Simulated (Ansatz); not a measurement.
Co₂SiB₂ in space group Cmmm (No. 65; Si on 2a, Co on 4j, B on 4i), PBE (plane waves, PAW; program Ansatz), all energies at zero smearing, with the estimated change up to a 700 eV cutoff added, with one set of potentials and settings (totals compare only within such a set). Cell of 5 atoms (1 Si, 2 Co, 2 B): -11200.777 eV.

```tsv
element	reference phase	E (eV/atom)
Si	Fd-3m, 2 atoms in the cell	-635.8096
Co	P6_3/mmc, 2 atoms in the cell, spin-polarised	-5126.1559
B	R-3m, 12 atoms in the cell	-155.9161
```

Formation energy per atom, worked out: (-11200.777 − 1×(-635.8096) − 2×(-5126.1559) − 2×(-155.9161))/5 = -0.165 eV/atom (-16 kJ per mol of atoms), at 0 K, without zero-point energy or fitted corrections.

The start of the workflow was typed in or built on a structure type; neither database checked (COD, Materials Project) lists it. Whether it is the stable phase at ambient conditions was not checked. The PBE relaxation kept the symmetry of its start; whether a distortion lowers the energy is not shown. The workflow began spin-polarised and lost its moments. The references are the lowest solids computed at this level, not always the standard phases.

Potentials: the later of the program's two PAW sets.
